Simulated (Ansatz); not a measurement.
What a change of settings does: BP (zincblende type)

First run: DFT, PBE, norm-conserving pseudopotentials, Ansatz's default files, scalar-relativistic (Ansatz 0.2.0).

Command: `ansatz run input.yaml --threads 1 --pin off --max-ram 2048MiB --backend cpu --events-out ev --progress --plain --runs-dir out` It took 5.6 s on 1 thread of Intel(R) Xeon(R) Platinum 8375C CPU @ 2.90GHz (Ice Lake) (shared host), peak memory 0.34 GiB.

```yaml
crystal:
  lattice:
    - [0.0, 2.0383179824, 2.0383179824]
    - [2.0383179824, 0.0, 2.0383179824]
    - [2.0383179824, 2.0383179824, 0.0]
  atoms:
    - { symbol: B, position: [0.0, 0.0, 0.0] }
    - { symbol: P, position: [0.25, 0.25, 0.25] }
kpoints:
  mp_grid: { grid: [15, 15, 15] }
scf:
  occupations: { method: fermi_dirac, width: 0.08 }
hamiltonian:
  xc: pbe
  pseudopotentials: { kind: nc }
output:
  forces: true
  stress: true
  eigenvalues: true
```

The cell comes from a relaxation on PAW files under the same functional, begun from a prototype that needn't be the stable phase.

This run: volume at 0.72 of the series' base cell.

It converges in 7 SCF iterations at a pressure of 96.9 GPa, cutoff 1116 eV.

The input is then changed:

```diff
 scf:
-  occupations: { method: fermi_dirac, width: 0.08 }
+  occupations: { method: cold, width: 0.01 }
 hamiltonian:
```

What does the second run give?

It converges in 7 SCF iterations at a pressure of 96.9 GPa, cutoff 1116 eV, free energy 0.0 meV/atom against the first run's.
